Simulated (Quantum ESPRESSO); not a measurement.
# Planted mistakes on one cell of Al3SiO5N

The results below are calculated, not measured. They come from pw.x of Quantum ESPRESSO 7.5, a plane-wave density functional program, with PseudoDojo standard norm-conserving files (v0.5 for PBE, v0.4.1 for LDA and PBEsol). The cells are made up: elements, strain and atom displacements were drawn at random, and nothing was relaxed. There is no spin polarisation, spin-orbit coupling or dispersion term.

The cell has 10 sites of a corundum lattice. Sites 1 to 4 hold Al Al Si Al; sites 5 to 10 hold O O O O O N. Cell vectors in Å: (2.350, 1.357, 4.273); (-2.350, 1.357, 4.273); (0.000, -2.713, 4.273). Settings: PBE, cutoff 1143 eV, 6 x 6 x 6 k mesh shifted by half a step, Fermi-Dirac smearing of 0.025 eV.

The intended run has a self-consistency threshold of 1e-07 eV, a smearing term of 0.000 eV, a pressure of 17.41 GPa and 11 iterations. Each further run changes one thing: all lengths scaled by 1.0154; atoms of sites 6 and 10 exchanged; cutoff 694 eV; files of PBEsol; k mesh 1 x 1 x 1; one electron removed; smearing 0.69 eV; threshold 0.09 eV. A coarse mesh keeps the shift, and a charged cell sits in a uniform background.

```
run,change of free energy (eV),smearing term -TS (eV),change of P (GPa),largest change of a force component (eV/Å),iterations
A,2.956,0.000,-29.71,0.056,12
B,-2.232,0.000,-5.38,0.800,12
C,0.016,0.000,5.30,0.120,5
D,-0.259,0.000,-12.76,0.273,11
E,-0.066,0.000,-0.44,3.702,11
F,-9.702,-0.012,-27.46,2.077,13
G,6.752,0.000,-5.76,0.084,11
H,-0.073,-0.377,0.98,0.196,10
```

A rerun of the intended cell at 1437 eV and k mesh 8 x 8 x 8 moved values by no more than 0.003 eV in the cell's energy, 0.02 GPa in stress and 0.002 eV/Å in force.

Question: which change belongs to which run?

## Worked reading

Run C has the fewest iterations, as a run stopped early does. Run H has the largest smearing term, as wide smearing gives. Run A has a higher energy and the largest fall in pressure, as too small a basis gives. Run D changes the volume by a factor of 1.0469; minus its pressure change over the logarithm of that factor, 278 GPa, is a rough bulk modulus with clamped atoms. Energies from files of another functional, or of a charged cell, have another zero and say nothing on stability; the pressure of a charged cell rests on the program's zero of potential too.

## Key

| run | change |
| --- | --- |
| A | cutoff 694 eV |
| B | k mesh 1 x 1 x 1 |
| C | threshold 0.09 eV |
| D | all lengths scaled by 1.0154 |
| E | atoms of sites 6 and 10 exchanged |
| F | one electron removed |
| G | files of PBEsol |
| H | smearing 0.69 eV |